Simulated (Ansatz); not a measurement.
**Structure relaxation, TiAl3**

The start is a relaxed TiAl3 cell, doubled along one cell vector, shaken by Gaussian noise of σ = 0.08 Å a coordinate. A full variable-cell relaxation at zero pressure is run with PBEsol (plane waves to 420 eV, PAW, scalar-relativistic; Ansatz, an electronic-structure program). The first steps use a coarse 4×8×8 k-mesh.

Starting cell:
```yaml
crystal:
  lattice:
    - [7.89757, 0.00000, 0.00000]
    - [0.00000, 3.94879, 0.00000]
    - [0.00000, 0.00000, 3.94879]
  atoms:
    - { symbol: Al, position: [0.98967, 0.51894, 0.50092] }
    - { symbol: Al, position: [0.50585, 0.53676, 0.50748] }
    - { symbol: Al, position: [0.26616, 0.49258, 0.02805] }
    - { symbol: Al, position: [0.75503, 0.47458, 0.98068] }
    - { symbol: Al, position: [0.26306, 0.98755, 0.50538] }
    - { symbol: Al, position: [0.75618, 0.99529, 0.49761] }
    - { symbol: Ti, position: [0.99604, 0.99944, 0.98647] }
    - { symbol: Ti, position: [0.49394, 0.99667, 0.00263] }
```

### Question
Which atoms feel the largest initial force, and how large is it?

### Answer
1.31 eV/Å, on Al2 (atoms numbered as listed).

### Question
How much energy is released per atom?

### Answer
0.06 eV/atom.

### Question
Is the parent structure recovered?

### Answer
It returns to the parent structure, Pm-3m (No. 221).

### Question
How do the shortest distances between atoms change?

### Answer
The closest pairs of elements (up to four, under 3.6 Å), start → end: Al–Al 2.62 → 2.79 Å; Al–Ti 2.66 → 2.79 Å.

### Question
What band gap does the relaxed structure have at this level?

### Answer
Zero (metallic).

The end point of the relaxation:

```cif
data_Al3Ti
_chemical_formula_sum 'Al3 Ti1'
_space_group_name_H-M_alt 'Pm-3m'
_space_group_IT_number 221
_space_group_name_Hall '-P 4 2 3'
_cell_length_a 3.94865
_cell_length_b 3.94865
_cell_length_c 3.94865
_cell_angle_alpha 90.000
_cell_angle_beta 90.000
_cell_angle_gamma 90.000
loop_
_atom_site_label
_atom_site_type_symbol
_atom_site_symmetry_multiplicity
_atom_site_Wyckoff_symbol
_atom_site_fract_x
_atom_site_fract_y
_atom_site_fract_z
_atom_site_occupancy
Al1 Al 3 d 0.00000 0.00000 0.50000 1
Ti1 Ti 1 b 0.50000 0.50000 0.50000 1
```

Final values are on a 12×12×12 k-mesh of the relaxed cell. No spin polarisation in the result.

The first start was generated by placing the elements on the sites of a structure type. Materials Project lists a structure of TiAl3 in the same space group, Pm-3m (No. 221); the sites were not compared with it, nor with measured phases. Known forms of TiAl3 include space group No. 139.
